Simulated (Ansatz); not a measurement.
Relaxed polymorphs of Cu$_{2}$O. These are r2SCAN (plane waves to 500 eV, PAW, scalar-relativistic; Ansatz, a quantum-chemistry and plane-wave program) values and carry that method's errors. One row is withheld; estimate it from its structure type, its coordination and the trend of the others.

| structure | coordination | E − E(first row) (eV/atom) | V (Å³/atom) | gap (eV, no SOC) |
|---|---|---|---|---|
| Pn-3m, cP6, non-magnetic | – | 0.000 | 12.76 | 0.79 |
| Pnma, oP12, non-magnetic | – | 0.31 | 10.31 | 0.00 |
| P4₁2₁2, tP12, non-magnetic | – | 0.23 | 11.36 | 0.00 |
| P-3m1, hP3, anti-CdI2 type, non-magnetic | O 6 (octahedral), Cu 3 (trigonal pyramidal) | 0.19 | 10.18 | 0.00 |
| P6₃/mmc, hP12, ferromagnetic | – | 0.55 | 14.14 | 0.00 |
| P-31m, hP9, AFLOW prototype AB2_hP9_162_ad_k (as in V2N), non-magnetic | – | 0.25 | 10.92 | 0.00 |
| Fm-3m, cF12, anti-fluorite type, non-magnetic | O 8 (cubic), Cu 4 (tetrahedral) | ___ | ___ | ___ |

**Question.** Some entries are withheld; supply them.

**Answer.** 
- Fm-3m, cF12, anti-fluorite type, non-magnetic, E − E(first row) (eV/atom): 0.54
- Fm-3m, cF12, anti-fluorite type, non-magnetic, V (Å³/atom): 11.00
- Fm-3m, cF12, anti-fluorite type, non-magnetic, gap (eV, no SOC): 0.00

The withheld cell: Fm-3m (No. 225), cF12, anti-fluorite type; a = b = c = 5.092 Å, α = β = γ = 90.00°; O 4a (0.000, 0.000, 0.000); Cu 8c (0.250, 0.250, 0.250); non-magnetic. Coordination numbers (neighbours up to the widest gap in distance over summed covalent radii, below 1.35; n+m marks a second, longer set; metal–metal contacts left out).

1 run with a doubtful electronic state, a coarser numerical grid, an end not at rest or a source that can't be used is left out. Each run could gain symmetry but not lose that of its start, so entries can be saddle points. From databases, or of a type measured for this composition: Pn-3m, cP6, non-magnetic; the others are generated cells (placed on structure types, drawn at random, substituted or restacked) that were not matched to a known phase here. Each structure is listed in the lowest spin state found for it. Energies are at zero temperature and pressure, without zero-point motion. Each cell has its own k-point mesh; energy differences are given only to the digits this allows. Spin states reached: non-magnetic, ferromagnetic; non-magnetic ones ran without spin or lost their moments; spin orders were not searched systematically. No Hubbard U is applied.
